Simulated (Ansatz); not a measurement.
A crystal relaxed with r2SCAN in Ansatz 0.2.0 has space group P3m1 (No. 156) and a = 3.150 Å, c = 7.718 Å.

```csv
atom,site,x,y,z
Al,1a,0.0000,0.0000,0.9997
Xx,1c,0.6667,0.3333,0.6692
Xx,1b,0.3333,0.6667,0.3310
N,1c,0.6667,0.3333,0.9231
N,1b,0.3333,0.6667,0.5830
N,1a,0.0000,0.0000,0.2439
```

The r2SCAN gap is direct at Γ: 2.81 eV. The HSE06 gap is direct at Γ: 3.62 eV. Meshes: r2SCAN 12×12×4, HSE06 6×6×2. r2SCAN's ε∞ is 5.0 along all three axes, to this precision.

Problem. Which element is Xx?
A. Ga
B. Tl
C. B
D. In

Solution. A. Xx is Ga: an ordered 6-atom cell of AlGa2N3 on the zincblende lattice (P3m1). Al is surrounded by 4 N at 1.88–1.91 Å; Ga is surrounded by 4 N at 1.94–1.96 Å; Ga is surrounded by 4 N at 1.94 Å; N is surrounded by 3 Al at 1.91 Å and 1 Ga at 1.96 Å; N is surrounded by 4 Ga at 1.94 Å; N is surrounded by 1 Al at 1.88 Å and 3 Ga at 1.94 Å.

(Calculated; spin-unpolarised; the phase may be known or hypothetical.)

The meshes of the hybrids are coarse, so their gaps aren't converged to the digits shown.
